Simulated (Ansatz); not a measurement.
SrCd2P2:
```yaml
crystal:
  lattice:
    - [4.30908, 0.00000, 0.00000]
    - [-2.15454, 3.73177, 0.00000]
    - [0.00000, 0.00000, 7.18483]
  atoms:
    - { symbol: Sr, position: [0.00000, 0.00000, 0.00000] }
    - { symbol: Cd, position: [0.33333, 0.66667, 0.63517] }
    - { symbol: Cd, position: [0.66667, 0.33333, 0.36483] }
    - { symbol: P, position: [0.66667, 0.33333, 0.74745] }
    - { symbol: P, position: [0.33333, 0.66667, 0.25255] }
```

Relaxed with PBEsol.

Question: Give the Bader charges and basin volumes of the independent atoms, PBEsol in the plane-wave PAW code Ansatz.

Answer: 

```
atom  Bader charge (e)  Bader volume (Å³)
----  ----------------  -----------------
Sr1              +1.37               18.9
Cd2              +0.44               20.9
P4               -1.13               27.3
```

Space group P-3m1. The first step of the workflow began from a Materials Project structure, measured or hypothetical; the Crystallography Open Database copy checked does not list it. Its standing as an ambient phase is unchecked. The PBEsol relaxation kept the symmetry of its start; its stability against distortions is not shown here.

Potentials: the later of the program's two PAW sets.
